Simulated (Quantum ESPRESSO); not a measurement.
# Ga3S3P: convergence and cost over cutoff and k mesh

A calculation, not a measurement. The program is pw.x of Quantum ESPRESSO 7.5 (plane-wave density functional theory). The cell is made up: 7 atoms on a zincblende/diamond lattice with one site empty, with randomly drawn elements, strain and displacements, not relaxed. PseudoDojo standard norm-conserving files (v0.5 for PBE, v0.4.1 for LDA and PBEsol) set the functional; there is no spin polarisation, spin-orbit coupling or dispersion term, and the masses in the input are unused placeholders.

Input of the run in row 4:

```
&control calculation='scf', pseudo_dir='./dojo.nc.sr.pbe.v0_5.standard.upf', outdir='./o', disk_io='medium', tprnfor=.true., tstress=.true. /
&system ibrav=0, nat=7, ntyp=3, nbnd=37, ecutwfc=79.96652505, nosym=.true., tot_charge=0,
 occupations='smearing', smearing='fd', degauss=0.0018374661
/
&electrons conv_thr=7.350e-09, electron_maxstep=60, /
ATOMIC_SPECIES
Ga 1.0 Ga.upf
P 1.0 P.upf
S 1.0 S.upf
CELL_PARAMETERS angstrom
5.392 -0.0411 -0.0408
-0.0411 5.4259 0.0522
-0.0408 0.0522 5.3335
ATOMIC_POSITIONS angstrom
Ga -0.0643 2.7484 2.6994
Ga 2.6045 0.055 2.6325
Ga 2.7002 2.6787 -0.0254
S 1.3408 1.3446 1.3199
P 1.2759 4.0746 4.0565
S 4.0165 1.3431 3.9297
S 4.053 4.037 1.3388
K_POINTS automatic
4 4 4 1 1 1
```

The same cell was run at these settings. Meshes are shifted by half a step, and differences are from the last row, which is itself not exact.

```
cutoff (eV)     k mesh  k points solved  threshold (eV)  free energy less the last row's (eV)  pressure (GPa)  largest stress difference (GPa)  largest force difference (eV/Å)  iterations  wall time (s)  k-point pools              processor
        762  2 x 2 x 2                4           1e-04                                 5.204          -43.45                            44.76                            0.070           7             22              1  AMD EPYC, Zen 5 class
       1088  1 x 1 x 1                1           1e-07                                 5.935            8.66                             7.90                            0.405          12             21              1  AMD EPYC, Zen 5 class
        804  4 x 4 x 4               32           1e-07                                 2.334          -22.99                            24.26                            0.004          10            141              1  AMD EPYC, Zen 5 class
       1088  4 x 4 x 4               32           1e-07                                 0.003            1.23                             0.02                            0.002          10            220              1  AMD EPYC, Zen 5 class
       1377  6 x 6 x 6              108           1e-07                                 0.000            1.25                             0.00                            0.000          10           1736              1  AMD EPYC, Zen 5 class
```

Each pool is one process. Wall times include start-up and a band step at six k points, which weighs most on the coarsest meshes. The runs were on shared virtual cores whose load varied, so times are rough.